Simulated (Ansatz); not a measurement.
Ansatz (an electronic-structure program) input:

Ansatz 0.2 input:
```yaml
crystal:
  lattice:
    - [0.0, 3.3529142737, 3.3529142737]
    - [3.3529142737, 0.0, 3.3529142737]
    - [3.3529142737, 3.3529142737, 0.0]
  atoms:
    - { symbol: Sr, position: [0.0, 0.0, 0.0] }
    - { symbol: Te, position: [0.5, 0.5, 0.5] }
kpoints:
  mp_grid: { grid: [7, 7, 7] }
hamiltonian:
  xc: r2scan
  pseudopotentials: { kind: paw }
scf:
  occupations: { method: fixed }
checkpoint: { read: static.run }
output: { bader: true, populations: true }
```

Output (shortened):

```
Pseudopotential: Sr, paw, valence charge 10
Pseudopotential: Te, paw, valence charge 16
Functional definition: r2SCAN
Crystal: 2 atoms, lattice volume = 75.387 Å³
Basis set: ecut = 500 eV, 1917 PW (Γ), exchange–correlation on 144×144×144 points (64 copies of the dense FFT grid, shifted against one another)
Bands: 17, of which v1, the nominal top of the filled ones, is band 13 counted from 1 (12 counted from 0)
Symmetry: 48 space group operations
Space group: Fm-3m (ITA 225), of the structure as read, at distance tolerance 4.2e-5 Å
k-points: 20 of 343
Stability of the state it starts from, as read at its close in the unpolarized treatment …
iter 1 solved again at ethr=2.37e-7 eV; its pass at ethr=3.10e-3 eV (dr2=6.17e-5 eV) is discarded
SCF iter   1: F=—  HF=-10554.026273 eV  |F-HF|=—  |Δ(HF+E_count)|=         —  Δρ=7.37e-7  dr2=2.60e-10  dr2_τ=1.22e-10  ethr=2.37e-7  ⟨swp⟩=4.3  Hψ=2920  notcnv=0  defer=35
preconditioner: auto → none
SCF iter   2: F=-10554.026273 eV  HF=-10554.026273 eV  |F-HF|=2.58e-10  |Δ(HF+E_count)|=   1.26e-8  Δρ=6.89e-7  dr2=3.40e-10  dr2_τ=1.80e-10  ethr=1.00e-12  ⟨swp⟩=11.4  Hψ=2366  notcnv=0
SCF 1 converged in 2 iterations: F = -10554.026273 eV  dr2 = 3.40e-10
SCF converged after 2 iterations
Free energy (F): -10554.026273 eV
Harris-Foulkes:  -10554.026273 eV  (|F-HF|=2.58e-10)
Internal energy: -10554.026273 eV  (E = F + TS)
E sigma→0 (E₀):  -10554.026273 eV
Fermi energy:    6.259840 eV
--- Per-component energies (eV) ---
  E_band       = -397.497882
  E_kinetic    = 425.954992
  E_local      = -2118.052773  (includes V_loc(G=0)·N_el)
  E_nonlocal   = -108.684767
  E_hartree    = 1055.834138
  E_xc         = -279.514678
  E_vxc        = -289.993898  (∫ρ·V_xc dr)
  E_paw        = -7402.848917  (= ΣΔE_a)
  E_vpaw       = -434.478063  (= ΣTr[D̂ρ^β])
  E_aug_tail   = -0.000038  (compensation charges beyond the density's cutoff)
  E_vtau       = 16.088053  (kinetic-family band-sum trace: ∫τ·v_τ [+ j·A + Jᵃ·Aᵃ] dr)
  E_ewald      = -2126.853049
  E_core_change = 0.138819  (= ΣΔE_core)
  E_smearing   =  0.000000  (= −TS)
  E_closure    = 0.000000  (closes the sum)
  Σ components = -10554.026273   (vs F -10554.026273, Δ=0.00e0)
  [band-id]    e_kinetic+e_local+e_nonlocal+2·e_hartree+e_vxc+e_vpaw+e_augmentation_tail+e_vtau = -397.498218   (vs E_band -397.497882, Δ=-3.36e-4)
--- Band table (eV; the first three rows and the last of 20) ---
  k-point 0: bands = ["-29.5697", "-29.5301", "-29.5301", "-29.5171", "-29.5171", "-29.5171", "-10.9341", "-10.9341", "-10.9341", "-3.9425", "6.2598", "6.2598", "6.2598", "9.7822", "10.0332", "10.0332", "10.0332"]
  k-point 1: bands = ["-29.5690", "-29.5301", "-29.5301", "-29.5171", "-29.5171", "-29.5171", "-10.9572", "-10.9348", "-10.9348", "-3.8335", "5.5000", "6.0002", "6.0002", "9.9466", "10.3049", "10.3049", "10.7956"]
  k-point 2: bands = ["-29.5673", "-29.5302", "-29.5302", "-29.5170", "-29.5169", "-29.5169", "-11.0079", "-10.9364", "-10.9364", "-3.5740", "4.3388", "5.5420", "5.5420", "10.0751", "10.9915", "10.9915", "12.3021"]
  k-point 19: bands = ["-29.5996", "-29.5300", "-29.5170", "-29.5168", "-29.5165", "-29.4948", "-10.9959", "-10.9923", "-10.9617", "-3.3848", "4.5030", "4.6362", "5.0919", "10.2205", "11.2066", "11.5710", "12.6244"]
--- Löwdin populations: 2 sites ---
  site symbol       q [e]
     0     Sr      8.4576
     1     Te     17.3227
  spilling = 0.008452 (of n_electrons = 26.000000)
--- Bader charges: 2 sites ---
  site symbol  charge [e]  shift [e]
     0     Sr      1.4961     0.0000
     1     Te     -1.4961     0.0000
  shift: an alarm, by how much a part of what the PAW files miss would move the charge. Where it is large, compare
  with a run on PAW files of another source; a small one proves nothing
  estimated error of the sums over rays = 2.1e-4 e
```

Cost: roughly 12 core-seconds on shared cores.

The cell was relaxed with r²SCAN under the symmetry of its start. Spin–orbit coupling is left out wherever it is not named.

Potentials: the later of the program's two PAW sets.

Ansatz is a plane-wave DFT program.
